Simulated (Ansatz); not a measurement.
Ansatz (a first-principles code) input:

Ansatz 0.2 input:
```yaml
crystal:
  lattice:
    - [3.9282706402, 0.0, 0.0]
    - [0.0, 3.9282706402, 0.0]
    - [0.0, 0.0, 6.9106724372]
  atoms:
    - { symbol: Pd, position: [0.5, 0.0, 0.7262027547] }
    - { symbol: Pd, position: [0.0, 0.5, 0.7262027547] }
    - { symbol: Pd, position: [0.5, 0.0, 0.2737972453] }
    - { symbol: Pd, position: [0.0, 0.5, 0.2737972453] }
    - { symbol: Pd, position: [0.0, 0.0, 0.0] }
    - { symbol: Zn, position: [0.5, 0.5, 0.0] }
    - { symbol: Se, position: [0.0, 0.0, 0.5] }
kpoints:
  mp_grid: { grid: [10, 10, 6] }
basis: { xc_grid: 2 }
hamiltonian:
  xc: pbesol
  pseudopotentials: { kind: paw }
scf:
  occupations: { method: gaussian, width: 0.05 }
checkpoint: { read: metal.run }
output: { bader: true, populations: true }
```

Output (shortened):

```
Pseudopotential: Pd, paw, valence charge 18
Pseudopotential: Zn, paw, valence charge 12
Pseudopotential: Se, paw, valence charge 16
Functional definition: PBEsol
Crystal: 7 atoms, lattice volume = 106.641 Å³
Basis set: ecut = 420 eV, 2103 PW (Γ), exchange–correlation on 54×54×96 points (8 copies of the dense FFT grid, shifted against one another)
Bands: 71, of which v1, the nominal top of the filled ones, is band 59 counted from 1 (58 counted from 0)
Symmetry: 16 space group operations
Space group: P4/mmm (ITA 123), of the structure as read, at distance tolerance 4.7e-5 Å
k-points: 84 of 600
Stability of the state it starts from, as read at its close in the unpolarized treatment …
iter 1 solved again at ethr=2.95e-8 eV; its pass at ethr=3.10e-3 eV (dr2=3.48e-5 eV) is discarded
SCF iter   1: F=—  HF=-43240.689889 eV  |F-HF|=—  |Δ(HF+E_count)|=         —  Δρ=4.10e-7  dr2=1.38e-10  ethr=2.95e-8  ⟨swp⟩=3.7  Hψ=38128  notcnv=0
preconditioner: auto → LDOS
SCF iter   2: F=-43240.689889 eV  HF=-43240.689889 eV  |F-HF|=6.33e-10  |Δ(HF+E_count)|=   4.05e-8  Δρ=7.25e-7  dr2=5.98e-10  ethr=1.00e-12  ⟨swp⟩=6.7  Hψ=23719  notcnv=0
SCF 1 converged in 2 iterations: F = -43240.689889 eV  dr2 = 5.98e-10
SCF converged after 2 iterations
Free energy (F): -43240.689889 eV
Harris-Foulkes:  -43240.689889 eV  (|F-HF|=6.33e-10)
Internal energy: -43240.688106 eV  (E = F + TS)
E sigma→0 (E₀):  -43240.688998 eV
Entropy (-TS):   -0.001783 eV (-0.255 meV/atom)
Fermi energy:    17.599496 eV
--- Per-component energies (eV) ---
  E_band       = -1035.453857
  E_kinetic    = 2826.101347
  E_local      = -13076.953307  (includes V_loc(G=0)·N_el)
  E_nonlocal   = 1123.867965
  E_hartree    = 5567.902469
  E_xc         = -1079.845282
  E_vxc        = -1209.885024  (∫ρ·V_xc dr)
  E_paw        = -22088.041363  (= ΣΔE_a)
  E_vpaw       = -1834.389723  (= ΣTr[D̂ρ^β])
  E_aug_tail   = 0.000162  (compensation charges beyond the density's cutoff)
  E_ewald      = -16517.038523
  E_core_change = 3.318426  (= ΣΔE_core)
  E_smearing   = -0.001783  (= −TS)
  E_closure    =  0.000000  (closes the sum)
  Σ components = -43240.689889   (vs F -43240.689889, Δ=0.00e0)
  [band-id]    e_kinetic+e_local+e_nonlocal+2·e_hartree+e_vxc+e_vpaw+e_augmentation_tail = -1035.453641   (vs E_band -1035.453857, Δ=2.16e-4)
--- Band table (eV; the first three rows and the last of 84) ---
  k-point 0: bands = ["-66.7436", "-66.7404", "-66.7090", "-66.7074", "-66.4582", "-32.6643", "-32.6643", "-32.6599", "-32.6599", "-32.5506", "-32.5506", "-32.5190", "-32.4785", "-32.3408", "-32.3408", "-32.3386", "-32.3386", "-32.2050", "-32.2050", …
  k-point 1: bands = ["-66.7434", "-66.7406", "-66.7090", "-66.7074", "-66.4581", "-32.6685", "-32.6685", "-32.6556", "-32.6556", "-32.5649", "-32.5356", "-32.5185", "-32.4791", "-32.3407", "-32.3407", "-32.3387", "-32.3387", "-32.2053", "-32.2053", …
  k-point 2: bands = ["-66.7428", "-66.7412", "-66.7090", "-66.7075", "-66.4581", "-32.6726", "-32.6726", "-32.6512", "-32.6512", "-32.5749", "-32.5242", "-32.5174", "-32.4802", "-32.3404", "-32.3404", "-32.3390", "-32.3390", "-32.2058", "-32.2058", …
  k-point 83: bands = ["-66.7254", "-66.7254", "-66.7238", "-66.7238", "-66.4596", "-32.7699", "-32.7323", "-32.5359", "-32.5359", "-32.5261", "-32.5261", "-32.5181", "-32.5065", "-32.4829", "-32.4791", "-32.2632", "-32.2615", "-32.1960", "-32.1960", …
--- Löwdin populations: 7 sites ---
  site symbol       q [e]
     0     Pd     17.4320
     1     Pd     17.4320
     2     Pd     17.4320
     3     Pd     17.4320
     4     Pd     17.5445
     5     Zn     11.6782
     6     Se     16.7433
  spilling = 0.019542 (of n_electrons = 118.000000)
--- Bader charges: 7 sites ---
  site symbol  charge [e]  shift [e]
     0     Pd     -0.0837     0.0018
     1     Pd     -0.0837     0.0018
     2     Pd     -0.0837     0.0018
     3     Pd     -0.0837     0.0018
     4     Pd     -0.1932     0.0006
     5     Zn      0.5505     0.0028
     6     Se     -0.0224     0.0095
  shift: an alarm, by how much a part of what the PAW files miss would move the charge. Where it is large, compare
  with a run on PAW files of another source; a small one proves nothing
  estimated error of the sums over rays = 6.9e-4 e
```

Cost: roughly 2.5 core-minutes on shared cores.

The workflow started from an entry of the Crystallography Open Database (COD, 100 K). Its standing as an ambient phase is unchecked. The cell was relaxed with PBEsol under the symmetry of its start; whether a distortion lowers the energy is not shown. No spin polarisation was allowed. Scalar-relativistic: spin–orbit coupling is off unless named, which matters more the heavier the elements.

Potentials: the later of the program's two PAW sets.

Ansatz is a plane-wave DFT program.
